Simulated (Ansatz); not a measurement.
Co: strain energy, fitted

Co, P6_3/mmc, a = 2.455 Å, c = 7.965 Å. Ansatz: PBEsol, PAW, 420 eV, Γ-centred 24×24×8 mesh on 4 atoms, Gaussian smearing 0.10 eV; collinear spin, largest moment 1.7 μB. Series: biaxial strain in the a-b plane, c and atoms relaxed; x is the strain in per cent. y is the free energy over the unstrained cell, V0 = 10.395 Å³/atom.

```
x (%) y (meV/atom)
 -6.0        156.87
 -4.0         65.11
 -2.0             ?
  0.0          0.00
  2.0         12.16
  4.0         46.88
```

Task: Fit y = c2 x² + c3 x³ to the other rows, turn c2 into a modulus, and predict the missing energy.

Result: Least squares on the rows shown. y = 3.4957 x² − 0.14355 x³. In eV per unit strain² c2 is 34.96; M is the biaxial modulus (E = M V0 ε²): 34.96 × 160.2 / (10.395) = 539 GPa. At x = -2.0 the fit asked for gives 15.13 meV/atom. The run gave 15.39 meV/atom, so the fit is 0.26 meV/atom too low, within the rms miss on the fitted rows (0.34 meV/atom).